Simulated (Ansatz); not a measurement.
Relaxed-ion elastic tensor of AlP (zinc blende, space group No. 216) in GPa (Voigt order), LDA (plane waves, PAW; program Ansatz); density 2.40 g/cm³, 20.05 Å³ per atom.

```
 133  68.9  68.9   0.0   0.0   0.0
68.9   133  68.9   0.0   0.0   0.0
68.9  68.9   133   0.0   0.0   0.0
 0.0   0.0   0.0  61.6   0.0   0.0
 0.0   0.0   0.0   0.0  61.6   0.0
 0.0   0.0   0.0   0.0   0.0  61.6
```

Task: Is the crystal mechanically stable?

Result: Yes: the smallest eigenvalue of C is 61.6 GPa.

Task: Work out the Voigt, Reuss and Hill averages.

Result: K_V = 90.1, K_R = 90.1, K_H = 90.1; G_V = 49.7, G_R = 44.8, G_H = 47.3 GPa.

Task: Give Young's modulus, Poisson's ratio, Pugh's ratio and the universal anisotropy index.

Result: E = 9KG/(3K + G) = 121 GPa; ν = 0.28; K/G = 1.91 (ductile by the Pugh limit of 1.75); A_U = 5G_V/G_R + K_V/K_R − 6 = 0.54.

Task: Estimate the sound speeds and the Debye temperature.

Result: v_l = √((K + 4G/3)/ρ) = 7990 m/s, v_t = √(G/ρ) = 4440 m/s, mean 4940 m/s; Θ = (h/k)(3n/4πV)^(1/3) v_m = 542 K.

Task: Give the Zener ratio and Young's modulus along [100], [110] and [111].

Result: A = 2C44/(C11 − C12) = 1.93; 1/E = S11 − 2(S11 − S12 − S44/2)Γ with Γ = 0, 1/4, 1/3 gives 85.5, 126, 150 GPa.

Task: Solve the Christoffel equation for the three sound speeds along [100], [110], [111].

Result: Eigenvalues of C_ijkl n_j n_l equal ρv² (piezoelectric stiffening left out). In km/s, slowest first: [100] 5.07, 5.07, 7.43; [110] 3.64, 5.07, 8.22; [111] 4.17, 4.17, 8.47.

Space group F-43m (zinc blende). The cell was relaxed with LDA under the symmetry of its start; phonons on a q-mesh show no instability.

Potentials: the later of the program's two PAW sets.
